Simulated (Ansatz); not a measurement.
Trial structure of Ga₂GeO₂, not yet relaxed:

```
CELL_PARAMETERS angstrom
4.77347 0.00000 0.00000
-2.38674 4.13395 0.00000
0.00000 0.00000 4.42383
ATOMIC_POSITIONS crystal
Ga 0.33333 0.66667 0.50000
Ga 0.66667 0.33333 0.50000
Ge 0.00000 0.00000 0.00000
O 0.00000 0.00000 0.69856
O 0.00000 0.00000 0.30144
```

Method: DFT PBE, scalar-relativistic, plane waves, PAW in Ansatz. Plane waves to 420 eV, a k mesh through Γ of 6×6×4 on the computed 5-atom cell and Gaussian smearing (0.10 eV); no spin polarisation.

Energies over the elements count from the elements' standard structures at the same level (O₂ as a molecule), with no fitted energy shifts.

Question: Estimate its pressure, forces and energy as it stands.

Answer: The pressure is 70.4 GPa (the mean over three directions, positive in compression), the largest force is 25.63 eV/Å, and the energy is +2.19 eV/atom against the elements. The shortest distance is 1.33 Å, so close that the PAW spheres overlap strongly and these values are rough.

Question: How much does it gain on relaxing, and where does it end?

Answer: Relaxing gains about 2.3 eV/atom (the start's value is from the coarse mesh, so the gain is rough) in 24 ionic steps and ends at −0.13 eV/atom on the finer mesh. The symmetry stays P6/mmm (No. 191). The volume per atom grows by 26.8 %, from 17.5 to 22.1 Å³. The shortest distance goes from 1.33 Å (Ge–O) to 1.75 Å (Ge–O). The ratio c/a of the conventional cell changes by a factor of 1.67. Conventional cell: a = 4.356 Å, c = 6.737 Å. Around Ga lie 3 Ga at 2.51 Å and 6 O at 2.99 Å; Ge is surrounded by 2 O at 1.75 Å; around O lie 1 Ge at 1.75 Å and 6 Ga at 2.99 Å.

The last run used a 12×12×6 mesh (in the run's order of axes) for its 5-atom cell and Gaussian smearing of 0.10 eV. Weakly bound directions are ill-defined at this level, which has no dispersion term. The relaxation can't lower the symmetry of the start. A structure relaxed within its symmetry needn't be a true minimum. Another cell of Ga2GeO2 relaxed alike, in P-3m1, lies 0.83 eV/atom lower, so this cell isn't the stable form at this level.
